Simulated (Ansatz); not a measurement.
Steps from a short run of molecular dynamics on a 2×2×2 supercell (16 atoms) of BP (zincblende), relaxed with r2SCAN; forces from r2SCAN in Ansatz, 4×4×4 mesh, Fermi-Dirac smearing of 0.020 eV, a Langevin thermostat at fixed volume, set at 100 K. Classical nuclei, no spin polarisation; a few dozen steps show the first response, not equilibrium.

Cell vectors in Å:
```
0.0000 4.5366 4.5366
4.5366 0.0000 4.5366
4.5366 4.5366 0.0000
```

Question: At 3 fs the positions in Å are
```
B    0.009   0.004  -0.001
P    1.137   1.129   1.129
B    2.272   2.263  -0.010
P    3.398   3.403   1.137
B    2.269   0.012   2.265
P    3.403   1.134   3.395
B    4.540   2.256   2.283
P    5.676   3.406   3.401
B   -0.008   2.266   2.275
P    1.136   3.398   3.408
B    2.266   4.537   2.270
P    3.403   5.672   3.403
B    2.277   2.272   4.556
P    3.398   3.397   5.667
B    4.520   4.536   4.533
P    5.670   5.679   5.674
```
What are the forces, and how far does the free energy (smearing included) lie above that of step 0, with the atoms on their sites?

Answer: 1.6 meV an atom; forces in eV/Å:
```
B   -0.228  -0.173  -0.013
P   -0.089   0.260   0.069
B   -0.060   0.169   0.212
P    0.187  -0.073  -0.018
B   -0.006  -0.266  -0.029
P    0.011   0.001   0.378
B   -0.037   0.363  -0.281
P   -0.142   0.006   0.053
B    0.226   0.011  -0.151
P    0.017   0.043  -0.026
B   -0.036  -0.024  -0.025
P   -0.093  -0.101  -0.099
B   -0.194  -0.173  -0.432
P    0.150   0.232   0.286
B    0.386   0.018   0.087
P   -0.094  -0.293  -0.011
```

Question: At 9 fs the positions in Å are
```
B    0.015   0.008   0.001
P    1.139   1.125   1.120
B    2.274   2.262  -0.027
P    3.392   3.404   1.139
B    2.268   0.028   2.252
P    3.407   1.132   3.384
B    4.547   2.241   2.307
P    5.684   3.408   3.397
B   -0.014   2.266   2.288
P    1.135   3.390   3.423
B    2.261   4.537   2.275
P    3.401   5.677   3.409
B    2.290   2.276   4.587
P    3.388   3.384   5.664
B    4.499   4.532   4.536
P    5.672   5.687   5.683
```
What are the forces, and how far does the free energy (smearing included) lie above that of step 0, with the atoms on their sites?

Answer: 9.0 meV an atom; forces in eV/Å:
```
B   -0.448  -0.359  -0.042
P   -0.219   0.603   0.159
B   -0.105   0.310   0.564
P    0.377  -0.177   0.057
B    0.004  -0.604   0.075
P   -0.094  -0.029   0.862
B   -0.096   0.815  -0.749
P   -0.366   0.186   0.147
B    0.395  -0.050  -0.358
P    0.134   0.165  -0.121
B   -0.028  -0.065   0.017
P   -0.111  -0.362  -0.258
B   -0.531  -0.503  -1.110
P    0.534   0.675   0.699
B    0.812   0.064   0.084
P   -0.258  -0.668  -0.026
```

Question: At 12 fs the positions in Å are
```
B    0.015   0.006   0.003
P    1.139   1.124   1.118
B    2.273   2.263  -0.030
P    3.390   3.405   1.139
B    2.267   0.029   2.246
P    3.408   1.133   3.382
B    4.552   2.244   2.312
P    5.684   3.408   3.396
B   -0.010   2.262   2.291
P    1.134   3.385   3.431
B    2.259   4.535   2.277
P    3.400   5.680   3.413
B    2.292   2.270   4.593
P    3.386   3.379   5.666
B    4.500   4.530   4.538
P    5.672   5.688   5.686
```
What are the forces, and how far does the free energy (smearing included) lie above that of step 0, with the atoms on their sites?

Answer: 10.3 meV an atom; forces in eV/Å:
```
B   -0.493  -0.332  -0.079
P   -0.223   0.633   0.158
B   -0.097   0.311   0.640
P    0.392  -0.183   0.104
B    0.038  -0.629   0.171
P   -0.095  -0.101   0.899
B   -0.204   0.771  -0.855
P   -0.333   0.295   0.181
B    0.327  -0.004  -0.352
P    0.182   0.187  -0.220
B    0.004  -0.033   0.086
P   -0.078  -0.505  -0.346
B   -0.563  -0.473  -1.189
P    0.671   0.737   0.709
B    0.755   0.092   0.101
P   -0.283  -0.766  -0.009
```

Question: At 15 fs the positions in Å are
```
B    0.011   0.002   0.002
P    1.138   1.125   1.119
B    2.268   2.267  -0.030
P    3.389   3.406   1.140
B    2.267   0.024   2.239
P    3.409   1.136   3.381
B    4.558   2.255   2.310
P    5.683   3.407   3.395
B   -0.003   2.258   2.289
P    1.134   3.380   3.438
B    2.257   4.534   2.279
P    3.399   5.683   3.417
B    2.292   2.260   4.590
P    3.385   3.377   5.669
B    4.509   4.526   4.540
P    5.674   5.686   5.689
```
What are the forces, and how far does the free energy (smearing included) lie above that of step 0, with the atoms on their sites?

Answer: 8.9 meV an atom; forces in eV/Å:
```
B   -0.436  -0.223  -0.042
P   -0.223   0.538   0.067
B   -0.030   0.243   0.683
P    0.351  -0.154   0.094
B    0.076  -0.504   0.306
P   -0.057  -0.187   0.750
B   -0.357   0.541  -0.813
P   -0.242   0.386   0.168
B    0.195   0.044  -0.235
P    0.187   0.221  -0.361
B    0.048  -0.041   0.178
P    0.000  -0.604  -0.385
B   -0.493  -0.331  -1.061
P    0.727   0.656   0.563
B    0.542   0.160   0.105
P   -0.289  -0.745  -0.016
```

Question: At 24 fs the positions in Å are
```
B   -0.027  -0.022   0.000
P    1.129   1.128   1.127
B    2.257   2.290  -0.011
P    3.388   3.405   1.148
B    2.276  -0.018   2.242
P    3.413   1.145   3.388
B    4.559   2.301   2.257
P    5.675   3.413   3.400
B    0.023   2.251   2.275
P    1.138   3.368   3.453
B    2.255   4.523   2.300
P    3.398   5.684   3.420
B    2.284   2.228   4.557
P    3.403   3.377   5.691
B    4.560   4.522   4.558
P    5.678   5.674   5.693
```
What are the forces, and how far does the free energy (smearing included) lie above that of step 0, with the atoms on their sites?

Answer: 5.1 meV an atom; forces in eV/Å:
```
B    0.289   0.346   0.088
P    0.059  -0.143  -0.180
B    0.103  -0.354   0.327
P   -0.094   0.111  -0.101
B   -0.053   0.452   0.390
P    0.030  -0.429  -0.108
B   -0.374  -0.395   0.226
P    0.056   0.206  -0.012
B   -0.282   0.054   0.281
P   -0.051   0.262  -0.574
B    0.102   0.148   0.154
P    0.271  -0.511  -0.035
B    0.016   0.337  -0.033
P    0.490   0.081  -0.343
B   -0.538   0.313  -0.075
P   -0.022  -0.478  -0.005
```

Question: At 27 fs the positions in Å are
```
B   -0.038  -0.027   0.001
P    1.126   1.127   1.127
B    2.257   2.295   0.000
P    3.389   3.405   1.152
B    2.280  -0.032   2.250
P    3.415   1.146   3.390
B    4.552   2.314   2.233
P    5.674   3.415   3.402
B    0.029   2.252   2.272
P    1.141   3.365   3.459
B    2.258   4.519   2.312
P    3.398   5.683   3.422
B    2.282   2.218   4.544
P    3.411   3.380   5.697
B    4.575   4.523   4.567
P    5.680   5.670   5.695
```
What are the forces, and how far does the free energy (smearing included) lie above that of step 0, with the atoms on their sites?

Answer: 8.4 meV an atom; forces in eV/Å:
```
B    0.538   0.461   0.061
P    0.191  -0.290  -0.103
B    0.044  -0.502   0.113
P   -0.337   0.264  -0.207
B   -0.127   0.767   0.291
P    0.022  -0.494  -0.362
B   -0.120  -0.674   0.730
P    0.084   0.042  -0.049
B   -0.354   0.007   0.408
P   -0.190   0.276  -0.641
B    0.065   0.211   0.067
P    0.385  -0.412   0.098
B    0.151   0.509   0.348
P    0.363  -0.112  -0.567
B   -0.825   0.300  -0.200
P    0.110  -0.353   0.010
```
